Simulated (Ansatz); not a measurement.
SiSSe (Janus 1T monolayer), relaxed with r2SCAN: 4 runs in the PAW code Ansatz, each a calculation of independent-particle optics. In-plane lattice: a = 3.392 Å, b = 3.392 Å, γ = 120.0°; thickness between the outer nuclei 2.73 Å. Around Si lie 3 S at 2.35 Å and 3 Se at 2.43 Å; around S lie 3 Si at 2.35 Å; around Se lie 3 Si at 2.43 Å. (Calculated; spin-unpolarised; the phase may be known or hypothetical.)

```
Si S Se
1.0
     3.39240    0.00000    0.00000
    -1.69620    2.93790    0.00000
     0.00000    0.00000   29.17166
Si S Se
1 1 1
Direct
  0.00000 0.00000 0.31020
  0.33333 0.66667 0.35447
  0.66667 0.33333 0.26089
```
Two periodic directions, a and b.

On meshes this coarse, single peaks can be features of the mesh. No local fields, no excitons; the zone sum runs over the cells of the mesh, and ε∞ includes the bands left out of the spectrum. Up to four peaks are listed, those above 15 % of the tallest and inside the complete range; the four can differ from row to row. Rows marked drawn have settings drawn at random (some not listed).

| functional | k mesh | broadening (eV) | scissors (eV) | range (eV) | settings | direct gap on the mesh before scissors (eV) | ε∞ xx | ε∞ yy | ε∞ zz | complete up to (eV) | tallest peaks of mean ε₂ (eV) |
| --- | --- | --- | --- | --- | --- | --- | --- | --- | --- | --- | --- |
| PBE | 6×6×1 | 0.1 | 0.00 | 0–12 | chosen | 1.45 | 2.86 | 2.86 | 2.13 | 12.0 | 4.30 4.60 5.20 5.80 |
| r2SCAN | 6×6×1 | 0.1 | 0.00 | 0–12 | chosen | 1.81 | 2.57 | 2.57 | 2.02 | 12.0 | 4.80 5.05 5.75 6.30 |
| LDA | 6×6×1 | 0.03 | 0.30 | 0.5–10 | drawn | 1.34 | 2.84 | 2.84 | 2.11 | 10.0 | 4.50 4.80 5.40 6.00 |

Q: Estimate from these rows what the further settings give.
```
functional  k mesh  broadening (eV)    scissors (eV)  range (eV)  settings
       PBE   6×6×1              0.1  0.79 (to HSE06)        0–12    chosen
```

A:

| functional | k mesh | broadening (eV) | scissors (eV) | range (eV) | settings | direct gap on the mesh before scissors (eV) | ε∞ xx | ε∞ yy | ε∞ zz | complete up to (eV) | tallest peaks of mean ε₂ (eV) |
| --- | --- | --- | --- | --- | --- | --- | --- | --- | --- | --- | --- |
| PBE | 6×6×1 | 0.1 | 0.79 (to HSE06) | 0–12 | chosen | 1.45 | 2.59 | 2.59 | 2.02 | 12.0 | 5.10 5.40 6.00 6.60 |

A sheet's ε refers to the whole height of the cell: ε − 1 falls as one over that height, zz lacks the depolarisation, and means are over the plane.

The fundamental gap is indirect (0.78 eV with PBE on 6×6×1); the table holds the direct one.

The runs are scalar-relativistic, without spin-orbit coupling.
